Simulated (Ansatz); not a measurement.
Input:

BW:
```cif
data_B4W4
_chemical_formula_sum 'B4 W4'
_space_group_name_H-M_alt 'P 1'
_space_group_IT_number 1
_cell_length_a 8.71348
_cell_length_b 8.71348
_cell_length_c 8.71348
_cell_angle_alpha 159.374
_cell_angle_beta 159.374
_cell_angle_gamma 29.332
loop_
_space_group_symop_operation_xyz
  'x, y, z'
loop_
_atom_site_label
_atom_site_type_symbol
_atom_site_fract_x
_atom_site_fract_y
_atom_site_fract_z
_atom_site_occupancy
B1 B 0.40628 0.90628 0.50000 1
B2 B 0.65628 0.65628 0.00000 1
B3 B 0.34372 0.34372 0.00000 1
B4 B 0.09372 0.59372 0.50000 1
W1 W 0.55306 0.05306 0.50000 1
W2 W 0.80306 0.80306 0.00000 1
W3 W 0.19694 0.19694 0.00000 1
W4 W 0.94694 0.44694 0.50000 1
```

This is the PBEsol-relaxed structure.

Q: All from PBEsol in the plane-wave PAW code Ansatz, unless another level is named. Give the electronic character.

A: metallic (no gap).

Q: Give the density of states at the Fermi level.

A: 0.29 states/eV per atom (mean over ±0.08 eV).

Q: What about the formation energy from the elements (no fitted shifts)?

A: -0.43 eV/atom.

Q: And the gap with spin–orbit coupling?

A: none (metallic).

Space group I4_1/amd. The workflow started from a Materials Project entry (that database holds measured and hypothetical structures alike); the Crystallography Open Database files this formula in space group No. 141, but the cells were not matched. Whether it is the stable phase at ambient conditions was not checked. Symmetry was held in the PBEsol relaxation; its stability against distortions is not shown here. No spin polarisation was allowed. The references are the lowest solids computed at this level, not always the standard phases. Spin–orbit coupling is left out wherever it is not named.

Potentials: the later of the program's two PAW sets.
